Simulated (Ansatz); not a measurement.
ZrBr: projected DOS by orbital

```xyz
4
Lattice="3.4544 0.0000 0.0000 -1.7272 2.9916 0.0000 0.0000 0.0000 9.9889" Properties=species:S:1:pos:R:3 pbc="T T T"
Zr    1.7272    0.9972    6.2279
Zr    0.0000    1.9944    3.7610
Br    1.7272    0.9972    1.8238
Br    0.0000    1.9944    8.1651
```

Atom numbers follow the list: Zr1, Zr2, Br3, Br4.

The cell is the one relaxed in the Materials Project (mp-1066783), not relaxed further here; entries there can be hypothetical.

Method: DFT, PBEsol, all-electron LAPW, scalar-relativistic (Ansatz 0.2.0).

Settings: a Γ-centred 12×12×4 k mesh, Fermi–Dirac smearing of 0.08 eV, basis error target 1 meV/atom, no spin polarisation.

States per eV for one atom of each kind, in 0.4 eV bins named by their centres, from the Fermi level, projected on a minimal set of Löwdin-orthogonalised atomic shells; orbitals are real harmonics on the Cartesian axes, equal curves share a column, and empty bins are left out, as is all above 4.0 eV, near the top of the computed bands.

Zr1 4d:

```
# E all dz2 dxz=dyz dx2-y2=dxy
-6.3 0.12 0.03 0.03 0.02
-5.9 0.21 0.06 0.05 0.03
-5.5 0.12 0.05 0.02 0.02
-5.1 0.27 0.05 0.06 0.06
-4.7 0.40 0.04 0.08 0.10
-4.3 0.15 0.02 0.05 0.02
-3.9 0.19 0.01 0.07 0.01
-3.5 0.20 0.01 0.08 0.02
-3.1 0.14 0.00 0.04 0.03
-2.7 0.02 0.00 0.00 0.01
-2.3 0.01 0.01 0.00 0.00
-1.9 0.32 0.03 0.11 0.04
-1.5 1.37 0.27 0.21 0.33
-1.1 1.78 0.72 0.26 0.27
-0.7 1.30 0.15 0.21 0.36
-0.3 0.40 0.03 0.04 0.15
0.1 1.13 0.35 0.07 0.32
0.5 1.09 0.45 0.08 0.24
0.9 1.91 0.28 0.46 0.36
1.3 1.10 0.13 0.29 0.20
1.7 0.64 0.16 0.08 0.16
2.1 0.76 0.19 0.12 0.16
2.5 1.59 0.29 0.34 0.32
2.9 1.97 0.32 0.41 0.42
3.3 2.51 0.28 0.72 0.39
3.7 3.10 0.62 0.69 0.55
```

Br3 4p:

```
# E all pz px=py
-6.3 0.99 0.05 0.47
-5.9 1.73 0.31 0.71
-5.5 0.99 0.51 0.24
-5.1 1.91 1.28 0.32
-4.7 2.27 1.66 0.30
-4.3 0.90 0.08 0.41
-3.9 1.17 0.01 0.58
-3.5 1.26 0.00 0.63
-3.1 0.85 0.00 0.42
-2.7 0.14 0.00 0.07
-2.3 0.04 0.02 0.01
-1.9 0.28 0.13 0.07
-1.5 0.18 0.09 0.04
-1.1 0.17 0.11 0.03
-0.7 0.11 0.04 0.04
-0.3 0.02 0.01 0.01
0.1 0.04 0.02 0.01
0.5 0.03 0.00 0.01
0.9 0.18 0.01 0.08
1.3 0.14 0.01 0.07
1.7 0.07 0.03 0.02
2.1 0.10 0.05 0.02
2.5 0.22 0.11 0.06
2.9 0.23 0.09 0.07
3.3 0.23 0.07 0.08
3.7 0.25 0.12 0.06
```

Zr1 5s:

```
# E all
-6.3 0.06
-5.9 0.12
-5.5 0.12
-5.1 0.15
-4.7 0.09
-4.3 0.03
-3.9 0.02
-3.5 0.01
-3.1 0.01
-2.3 0.04
-1.9 0.41
-1.5 0.23
-1.1 0.09
-0.7 0.05
0.1 0.06
0.5 0.05
0.9 0.04
1.3 0.01
1.7 0.02
2.1 0.03
2.5 0.04
2.9 0.06
3.3 0.10
3.7 0.15
```
